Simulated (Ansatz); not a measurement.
LiF (rock salt)

```yaml
crystal:
  lattice:
    - [0.00000, 4.06787, 4.06787]
    - [2.03393, 2.03393, 4.06787]
    - [2.03393, 2.03393, 0.00000]
  atoms:
    - { symbol: F, position: [0.00000, 0.00000, 0.00000] }
    - { symbol: F, position: [0.50000, 0.00000, 0.00000] }
    - { symbol: Li, position: [0.00000, 0.50000, 0.50000] }
    - { symbol: Li, position: [0.50000, 0.50000, 0.50000] }
```

A phonon eigenvector at X = (0.5, 0.5, 0.0) is frozen into this cell: atom i moves by Q times the vector below, so Q is the largest atomic displacement, in Å. The cell is held. It is one choice among 2 degenerate patterns. (q is in reciprocal vectors of the primitive cell; the cell shown is doubled to hold the pattern.)

```
atom      x       y      z
----  -----  ------  -----
F1    0.000   0.153  0.000
F2    0.000  -0.153  0.000
Li3   0.000   1.000  0.000
Li4   0.000  -1.000  0.000
```

Level of theory: PBE (plane waves to 420 eV, PAW, scalar-relativistic; Ansatz, an electronic-structure program). k mesh 14×14×14 (Γ-centred), Fermi-Dirac smearing 0.05 eV. Energies are smeared free energies. LiF was relaxed with its symmetry unable to fall. The zero of ΔE is the undisplaced structure.

```tsv
Q (Å)	ΔE (meV/cell)
-0.180	97.2
-0.120	39.6
-0.060	9.4
0.000	0.0
0.060	9.4
0.120	39.6
0.180	97.2
```

Which DFPT wavenumber at X = (0.5, 0.5, 0.0) belongs to this mode?
A. 239 cm⁻¹
B. 307 cm⁻¹
C. 444 cm⁻¹

B, 307 cm⁻¹. The curvature of the scan gives 307 cm⁻¹

(For displaced atoms, the force is minus the slope of the energy, and its curvature is a force constant, which sets phonon frequencies.)
